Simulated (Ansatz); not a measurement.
BP:
```
BP
1.0
    3.04064     0.00000     0.00000
   -1.52032     2.63327     0.00000
    0.00000     0.00000     5.04818
B P
2 2
Direct
  0.00000   0.00000   0.00000
  0.00000   0.00000   0.50000
  0.33333   0.66667   0.25000
  0.66667   0.33333   0.75000
```

This is the PBEsol-relaxed structure. x, y and z are the axes in which the lattice vectors are written.

All from DFT-PBEsol in the program Ansatz with PAW potentials, unless another level is named. Estimate the Young's modulus.

159 GPa.

And the elastic constants (relaxed ions, GPa)?

C11 = 287, C12 = 70.1, C13 = 134, C33 = 255, C44 = 32.5.

Space group P6_3/mmc (NiAs type). A made-up cell: these elements were put on the sites of a structure type; neither database checked (COD, Materials Project) lists it. It is not the phase usual at ambient conditions (space group No. 216). The cell was relaxed with PBEsol under the symmetry of its start. At this level the phase is dynamically unstable (imaginary phonons). As this level gives no gap, shear constants depend on the k-mesh and smearing (Fermi–Dirac, 0.1 eV here). On the denser mesh and wider smearing of the elastic run this cell carries a stress of 0.3 GPa.

Potentials: the earlier of the program's two PAW sets. The files were generated under PBE; for other functionals the program regenerates the frozen cores, and for LDA and PBEsol the local potential too.
